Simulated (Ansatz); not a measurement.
CaO:
```xyz
2
Lattice="0.0000 2.4155 2.4155 2.4155 0.0000 2.4155 2.4155 2.4155 0.0000" Properties=species:S:1:pos:R:3 pbc="T T T"
Ca     0.0000     0.0000     0.0000
O      2.4155     2.4155     2.4155
```

Relaxed with PBE. Special points in fractions of this cell's reciprocal vectors: Γ (0.000, 0.000, 0.000); X (0.500, 0.000, 0.500); U (0.625, 0.250, 0.625); K (0.375, 0.375, 0.750); L (0.500, 0.500, 0.500); W (0.500, 0.250, 0.750).

Q: List the band energies nearest the valence-band maximum at these points for PBE (plane waves, PAW; program Ansatz).

A: In eV from the valence-band maximum; about four levels below and three above (degenerate sets whole), none deeper than 8.9 eV; points with the same levels are listed once.

```
k              below                above
-  -----------------  -------------------
Γ     0.00 0.00 0.00  4.61 6.20 6.20 6.20
X  -1.31 -0.38 -0.38       3.66 7.94 8.81
U  -1.32 -1.21 -0.77       5.12 7.92 8.45
L  -2.59 -1.16 -1.16       6.99 8.27 8.27
W  -1.25 -1.05 -1.05       6.27 6.27 8.28
```

Space group Fm-3m (rock salt). The PBE relaxation kept the symmetry of its start.

Potentials: the later of the program's two PAW sets.
